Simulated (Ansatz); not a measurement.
The end point of a relaxation of AlNi. Space group Pm-3m (No. 221), CsCl type. These are r2SCAN (plane waves to 500 eV, PAW, scalar-relativistic; Ansatz, a quantum-chemistry and plane-wave program) values and carry that method's errors.

Space group Pm-3m (No. 221); a = 2.863 Å, b = 2.863 Å, c = 2.863 Å, α = 90.00°, β = 90.00°, γ = 90.00°

| atom | site | symmetry | x | y | z |
|---|---|---|---|---|---|
| Al | 1a | m-3m | 0.0000 | 0.0000 | 0.0000 |
| Ni | 1b | m-3m | 0.5000 | 0.5000 | 0.5000 |

Problem. Predict the magnetic moment from r2SCAN.

Solution. Zero (the starting moments vanished).

No spin polarisation in the result: the starting moments vanished. A magnetic state may lie lower.

Measured for AlNi: a 2.882 Å (static lattice; corrected from measurement; as listed in H. Levämäki et al., Physical Review B (2014)). Computed minus measured — a: r2SCAN -0.7 %. The computed values are for a static lattice.

The run could not lose the symmetry of its start; a randomly shaken copy of 2 atoms returns to this structure.

All atoms sit on sites fixed by symmetry, so only the cell could relax.
